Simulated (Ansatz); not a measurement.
LaS3O6 single point

input.yaml (Ansatz 0.2.0)

```yaml
crystal:
  lattice:
    - [5.979825, 3.452453, 1.536957]
    - [-5.979825, 3.452453, 1.536957]
    - [0.0, -6.904906, 1.536957]
  atoms:
    - { symbol: La, position: [0.2723, 0.2723, 0.2723] }
    - { symbol: O, position: [0.5591, 0.15312, 0.15308] }
    - { symbol: O, position: [0.15308, 0.5591, 0.15312] }
    - { symbol: O, position: [0.15312, 0.15308, 0.5591] }
    - { symbol: O, position: [0.6049, 0.86067, 0.86063] }
    - { symbol: O, position: [0.86063, 0.6049, 0.86067] }
    - { symbol: O, position: [0.86067, 0.86063, 0.6049] }
    - { symbol: S, position: [0.4255, 0.88584, 0.88586] }
    - { symbol: S, position: [0.88586, 0.4255, 0.88584] }
    - { symbol: S, position: [0.88584, 0.88586, 0.4255] }
  symmetry: { tolerance: 0.0003 }
kpoints:
  mp_grid: { grid: [6, 6, 6], shift: [0, 0, 0] }
  band_path:
    path:
      - [0.0, 0.0, 0.0]
      - [0.5, 0.0, 0.0]
      - [0.5, -0.5, 0.5]
      - [0.19969727, -0.80030273, 0.19969727]
    npoints: 17
magnetization:
  spin_polarized: false
scf:
  occupations: { method: cold, width: 0.0114 }
  lower_state_search: "off"
  max_iter: 200
hamiltonian:
  pseudopotentials: { kind: paw }
  xc: pbe
basis:
  ecutwfc: 420
  fft_grid_basis: typed
output:
  forces: true
  stress: true
  eigenvalues: true
  bader: true
  populations: true
  elf: true
  write_potential: true
  volumetric_format: npy
  dos:
    e_range: [-12, 8]
    de: 0.05
    projected: { site_lists: { La: [La], O: [O], S: [S] } }
checkpoint:
  read: saved_state
```

The saved state is an earlier solution for the same cell, perhaps on another mesh. 

Excerpt of what it printed:

```
SCF iter   1: F=—  Δρ=1.34e-3  dr2=5.17e-4
SCF iter   2: F=—  S|Δr|=    0.00e0  Δρ=2.32e-4  dr2=1.50e-4
SCF iter   3: F=—  S|Δr|=    0.00e0  Δρ=1.15e-4  dr2=3.64e-5
SCF iter   4: F=—  S|Δr|=    0.00e0  Δρ=4.39e-5  dr2=4.79e-6
SCF iter   5: F=—  S|Δr|=    0.00e0  Δρ=2.15e-5  dr2=1.19e-6
SCF iter   6: F=—  S|Δr|=    0.00e0  Δρ=9.04e-6  dr2=2.19e-7
SCF iter   7: F=-12356.3441 eV  S|Δr|=    0.00e0  Δρ=2.82e-6  dr2=1.73e-8
Free energy (F): -12356.3441 eV
Harris-Foulkes:  -12356.3441 eV  (|F-HF|=1.21e-8)
Internal energy: -12356.3441 eV  (E = F + TS)
E sigma→0 (E₀):  -12356.3441 eV
Entropy (-TS):   0.0000 eV (0.006 meV/atom)
Fermi energy:    6.0553 eV
--- Per-component energies (eV) ---
  E_band       = -402.0633
  E_kinetic    = 1588.3904
  E_local      = -4139.0763  (includes V_loc(G=0)·N_el)
  E_nonlocal   = 482.5339
  E_hartree    = 1470.9651
  E_xc         = -869.2315
  E_vxc        = -968.9471  (∫ρ·V_xc dr)
  E_paw        = -8177.6415  (= ΣΔE_a)
  E_vpaw       = -306.9064  (= ΣTr[D̂ρ^β])
  E_aug_tail   = 0.0149  (compensation charges beyond the density's cutoff)
  E_ewald      = -2712.2993
  E_smearing   = 0.0000  (= −TS)
--- Stress (GPa, compression-positive) ---
       12.5315       0.0000       0.0000
        0.0000      12.5315       0.0000
        0.0000       0.0000      14.2236
  P = ⅓ Tr σ = 13.0955 GPa (130.955 kbar)
--- Löwdin populations: 10 sites ---
  site symbol       q [e]
     0     La      9.7456
     1      O      6.6677
     2      O      6.6677
     3      O      6.6677
     4      O      6.6711
     5      O      6.6711
     6      O      6.6711
     7      S      4.6841
     8      S      4.6841
     9      S      4.6841
  spilling = 0.0182 (of n_electrons = 65.0000)
```

Absolute energies hang on the potentials; compare differences alone.

Origin: a known structure type with other elements, at an estimated volume, so it need not be a known compound. Caveats: many states at the Fermi level without spin polarisation, so a magnetic state may lie lower; atoms or cell far from equilibrium; f levels without a U or exact exchange are poorly placed.
